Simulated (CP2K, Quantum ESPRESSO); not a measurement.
This is a calculation of KPt for CP2K 2026.2. Atoms were shifted at random by some hundredths of an Å from the given cell, which wasn't relaxed again for these runs. The cell comes from a database or a generator and needn't be the stable form of this composition.

Contents of kpt_scf.inp:

```
&GLOBAL
  PROJECT kpt_scf
  RUN_TYPE ENERGY_FORCE
  PRINT_LEVEL LOW
&END GLOBAL
&FORCE_EVAL
  METHOD QS
  STRESS_TENSOR ANALYTICAL
  &DFT
    BASIS_SET_FILE_NAME BASIS_MOLOPT_UZH
    POTENTIAL_FILE_NAME POTENTIAL_UZH
    &MGRID
      CUTOFF 450
      REL_CUTOFF 60
      NGRIDS 4
    &END MGRID
    &QS
      METHOD GPW
      EPS_DEFAULT 1.0E-10
    &END QS
    &KPOINTS
      SCHEME MONKHORST-PACK 10 10 5
      GAMMA_CENTERED T
      SYMMETRY T
      SYMMETRY_BACKEND SPGLIB
    &END KPOINTS
    &SCF
      SCF_GUESS ATOMIC
      EPS_SCF 1.0E-6
      MAX_SCF 100
      ADDED_MOS 13
      CHOLESKY OFF
      EPS_EIGVAL 1.0E-7
      &DIAGONALIZATION ON
        ALGORITHM STANDARD
      &END DIAGONALIZATION
      &MIXING ON
        METHOD BROYDEN_MIXING
        ALPHA 0.4
        BETA 1.5
        NBUFFER 8
      &END MIXING
      &SMEAR ON
        METHOD FERMI_DIRAC
        ELECTRONIC_TEMPERATURE [K] 580.226
      &END SMEAR
    &END SCF
    &XC
      &XC_FUNCTIONAL
        &GGA_X_PBE
        &END GGA_X_PBE
        &GGA_C_PBE
        &END GGA_C_PBE
      &END XC_FUNCTIONAL
    &END XC
    &PRINT
      &KPOINTS ON
      &END KPOINTS
      &MULLIKEN ON
      &END MULLIKEN
      &MO ON
        ENERGIES T
        OCCUPATION_NUMBERS T
        &EACH
          QS_SCF 0
        &END EACH
        ADD_LAST NUMERIC
      &END MO
      &LOWDIN ON
      &END LOWDIN
      &HIRSHFELD ON
        SHAPE_FUNCTION DENSITY
      &END HIRSHFELD
    &END PRINT
  &END DFT
  &SUBSYS
    &CELL
      A 3.0008472788 0.0000000000 0.0000000000
      B -1.5004236394 2.5988099763 0.0000000000
      C 0.0000000000 0.0000000000 5.3455780000
      PERIODIC XYZ
    &END CELL
    &COORD
      SCALED
      Pt  0.6786860000 0.3456530000 0.0056340000
      K   -0.0249640000 -0.0134470000 0.5038930000
    &END COORD
    &KIND Pt
      BASIS_SET TZVP-MOLOPT-PBE-GTH-q18
      POTENTIAL GTH-PBE-q18
    &END KIND
    &KIND K
      BASIS_SET TZVP-MOLOPT-PBE-GTH-q9
      POTENTIAL GTH-PBE-q9
    &END KIND
    &PRINT
      &ATOMIC_COORDINATES ON
      &END ATOMIC_COORDINATES
      &CELL ON
      &END CELL
    &END PRINT
  &END SUBSYS
  &PRINT
    &FORCES ON
    &END FORCES
    &STRESS_TENSOR ON
    &END STRESS_TENSOR
  &END PRINT
&END FORCE_EVAL
```

Potentials or basis: POTENTIAL_UZH Pt GTH-PBE-q18, K GTH-PBE-q9; TZVP-MOLOPT-PBE-GTH basis.

Run with:

```sh
$ OMP_NUM_THREADS=1 cp2k.psmp -i kpt_scf.inp -o kpt_scf.out
```

Problem. Set up the same calculation for Quantum ESPRESSO 7.5. Potentials or basis there: SSSP 1.3 efficiency PBE, cutoff 816 eV.

Solution. As run (cutoffs and basis follow the program's own potentials, and thresholds, step limits or extra output files can differ):

pw.in

```
&CONTROL
  calculation = 'scf'
  prefix = 'pwscf'
  outdir = './tmp'
  pseudo_dir = './pseudo'
  tprnfor = .true.
  tstress = .true.
  disk_io = 'nowf'
/
&SYSTEM
  ibrav = 0
  nat = 2
  ntyp = 2
  ecutwfc = 60
  ecutrho = 480
  nbnd = 19
  occupations = 'smearing'
  smearing = 'fd'
  degauss = 0.00367493
/
&ELECTRONS
  conv_thr = 4d-10
  electron_maxstep = 120
  mixing_beta = 0.5
/
ATOMIC_SPECIES
Pt   195.0840 pt_pbe_v1.4.uspp.F.UPF
K     39.0983 K.pbe-spn-kjpaw_psl.1.0.0.UPF
CELL_PARAMETERS angstrom
   3.0008472788    0.0000000000    0.0000000000
  -1.5004236394    2.5988099763    0.0000000000
   0.0000000000    0.0000000000    5.3455780000
ATOMIC_POSITIONS crystal
Pt     0.6786860000    0.3456530000    0.0056340000
K     -0.0249640000   -0.0134470000    0.5038930000
K_POINTS automatic
10 10 5 0 0 0
```

Potentials or basis: SSSP 1.3 efficiency PBE.

The run is started by

```bash
$ OMP_NUM_THREADS=1 pw.x -in pw.in > pw.out
```

Both were run:

|  | CP2K | Quantum ESPRESSO |
| --- | --- | --- |
| Pressure | 0.2 GPa | 0.1 GPa |
| Largest force | 0.053 eV/Å | 0.052 eV/Å |
| Energy over the undisturbed cell | 1.0 meV/atom | 1.0 meV/atom |

The potentials hold 27 and 25 valence electrons a cell.

Pressure is positive in compression.
